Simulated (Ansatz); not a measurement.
The cell of In₂BAs₃ is invented: random cell by space group and Wyckoff sites (Cmmm, No. 65). The dimensions are guesses.

```
In B As
1.0
     2.52444   -3.93395    0.00000
     2.52444    3.93395    0.00000
     0.00000    0.00000    4.09720
In B As
2 1 3
Direct
  0.83130 0.83130 0.00000
  0.16870 0.16870 0.00000
  0.00000 0.00000 0.00000
  0.00000 0.00000 0.50000
  0.50000 0.50000 0.50000
  0.50000 0.50000 0.00000
```

Theory: DFT PBE, scalar-relativistic, plane waves, PAW in Ansatz. Cutoff 420 eV, Gaussian smearing, Γ-centred meshes. Cell and atoms relax first on a coarse mesh and then on a finer one. In between, the cell is made exact in the group found at 0.06 Å. In metals the finer mesh still leaves noise of several meV/atom or more. The steps can't lower the symmetry of their start. No spin polarisation.

A guess keeps its type if space group and coordination stay and the shape of the cell changes little (axis ratios within about 15 %, angles within 6°); the volume may change.

Question: Does it keep its structure type, or change into something else?

Answer: It doesn't keep its type. The symmetry stays Cmmm (No. 65). The volume per atom grows by 94.2 %, from 13.6 to 26.3 Å³. The shortest distance goes from 0.85 Å (In–B) to 2.31 Å (In–B). Counting neighbours within 15 % of an atom's shortest distance, the start has As 2/6, B 2, In 1 and the end As 4, B 6, In 1. In detail, at the end In has 1 B at 2.31 Å; B has 2 In at 2.31 Å and 4 As at 2.48–2.52 Å; As on its first site is surrounded by 2 B at 2.48 Å and 2 As at 2.52 Å; 2 more sites not described.

Space group Cmmm (No. 65). a = 5.036 Å, b = 12.665 Å, c = 4.955 Å, α = 90.00°, β = 90.00°, γ = 90.00°
```json
{"atom": "In", "site": "4i", "symmetry": "m2m", "x": "0.0000", "y": "0.1821", "z": "0.0000"}
{"atom": "B", "site": "2a", "symmetry": "mmm", "x": "0.0000", "y": "0.0000", "z": "0.0000"}
{"atom": "As", "site": "2d", "symmetry": "mmm", "x": "0.0000", "y": "0.0000", "z": "0.5000"}
{"atom": "As", "site": "2c", "symmetry": "mmm", "x": "0.5000", "y": "0.0000", "z": "0.5000"}
{"atom": "As", "site": "2b", "symmetry": "mmm", "x": "0.5000", "y": "0.0000", "z": "0.0000"}
```

Energies over the elements count from the elements' standard structures at the same level, with no fitted energy shifts.

Question: At what energy does it end?

Answer: +0.61 eV/atom. The separate elements lie lower, so it is unstable against them.

The last run used an 8×8×8 mesh for its 6-atom cell and Gaussian smearing of 0.10 eV. The reference form of As is held partly by dispersion forces, which this level lacks. A structure relaxed within its symmetry needn't be a true minimum. Another cell of In2BAs3 relaxed alike, in P-4m2, lies 160 meV/atom lower, so this cell isn't the stable form at this level.

In counts of neighbours, a slash parts the counts of unlike sites.
